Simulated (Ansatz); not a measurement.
Each is relaxed and computed with PBEsol in the plane-wave PAW code Ansatz. Which is the only metal?
A. Ge3N4, Fd-3m (Ge on 16c, Ge on 8b, N on 32e)
B. V2Cu2O7, Fdd2 (Pearson symbol oF88)
C. YF3, Pnma (Y on 4c, F on 8d, F on 4c)
D. Y3Ge5, Fdd2 (Pearson symbol oF64)

D, Y3Ge5, Fdd2 (Pearson symbol oF64). Y3Ge5: metal; Ge3N4: gap 2.12 eV; V2Cu2O7: gap 0.30 eV; YF3: gap 7.89 eV. Spin orders computed, not proven ground states: V2Cu2O7, Fdd2 (Pearson symbol oF88) antiferromagnetic. Standing as an ambient phase not checked: Y3Ge5, Fdd2 (Pearson symbol oF64); V2Cu2O7, Fdd2 (Pearson symbol oF88); YF3, Pnma (Y on 4c, F on 8d, F on 4c). All cells were relaxed under the symmetry of their starts (and spin orders); stability against distortions was not tested throughout. Cells of antiferromagnets are given as chemical subcells. Rows with no word on spin ran without spin polarisation. No Hubbard U is applied. Spin–orbit coupling is left out wherever it is not named.

Potentials: the later of the program's two PAW sets.
